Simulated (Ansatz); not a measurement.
TiHSe2:
```
CELL_PARAMETERS angstrom
      3.58195     0.00000     0.00000
     -1.79097     3.10206     0.00000
      0.00000     0.00000     6.16638
ATOMIC_POSITIONS crystal
  Se 0.66667 0.33333 0.99631
  Ti 0.00000 0.00000 0.23954
  Se 0.33333 0.66667 0.48370
  H  0.33333 0.66667 0.72845
```

Relaxed with PBE+D3(BJ). Special points in fractions of this cell's reciprocal vectors: Γ (0.000, 0.000, 0.000); M (0.500, 0.000, 0.000); K (0.333, 0.333, 0.000); A (0.000, 0.000, 0.500); L (0.500, 0.000, 0.500); H (0.333, 0.333, 0.500).

### Question
List the band energies nearest the Fermi level at these points for PBE+D3(BJ) with spin–orbit coupling (plane waves, PAW; program Ansatz).

### Answer
In eV from the Fermi level; about four levels below and three above (degenerate sets whole), none deeper than 8.9 eV; points with the same levels are listed once.

| k | below | above |
|---|---|---|
| Γ | -0.30 -0.30 -0.04 -0.04 | 0.21 0.21 0.21 0.21 |
| M | -2.14 -2.14 -0.45 -0.45 | 1.06 1.06 1.42 1.42 |
| K | -3.20 -3.09 -3.04 -3.00 | 0.70 0.75 0.78 0.78 |
| A | -0.82 -0.82 -0.50 -0.50 | 0.19 0.19 0.20 0.20 |
| L | -1.82 -1.82 -0.74 -0.74 | 1.06 1.06 1.35 1.35 |
| H | -3.75 -3.63 -2.63 -2.60 | 0.22 0.25 0.80 0.80 |

Space group P3m1. A made-up cell: these elements were put on the sites of a structure type; neither database checked (COD, Materials Project) lists it. Whether it is the stable phase at ambient conditions was not checked. Symmetry was held in the PBE+D3(BJ) relaxation; of distortions, only those at the zone centre were tested. No spin polarisation was allowed. With an odd number of electrons in the cell and no spin polarisation, the count alone makes it a metal.

Potentials: the later of the program's two PAW sets.
